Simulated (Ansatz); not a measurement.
# Stability checks on a candidate for Mg3CdSe4

The structure comes from a generated guess, relaxed at this level; another structure or a mixture of phases may lie lower.

Computed with DFT PBE, scalar-relativistic, plane waves, PAW in Ansatz. The final run on the 8-atom cell used 420 eV, a Γ-centred 10×10×4 mesh, 0.02 eV smearing and no spin polarisation.

```
Mg Cd Se
1.0
     3.94046    0.00000    0.00000
     0.00000    3.94046    0.00000
     0.00000    0.00000   11.16933
Mg Cd Se
3 1 4
Cartesian
  1.9702 1.9702 2.8298
  0.0000 0.0000 5.5847
  1.9702 1.9702 8.3395
  0.0000 0.0000 0.0000
  0.0000 0.0000 2.8556
  1.9702 1.9702 5.5847
  0.0000 0.0000 8.3137
  1.9702 1.9702 0.0000
```

The zero of energy is the elements' standard structures at the same level; no fitted shifts are applied.

Problem. These tests were run: energy against the elements; random kick, then relaxation without symmetry; phonons on a 2×2×1 q mesh. What do they show?

Solution.

```json
{"test": "energy against the elements", "result": "−1.040 eV/atom"}
{"test": "random kick, then relaxation without symmetry", "result": "returns"}
{"test": "phonons on a 2×2×1 q mesh", "result": "no imaginary mode on the mesh"}
```

It fails none of these tests. Whether a mixture of other phases lies lower isn't tested here.

The reference form of Se is held partly by dispersion forces, which this level lacks. The kick test ran on a coarse mesh. The run for the phonons used a 10×10×4 k mesh.
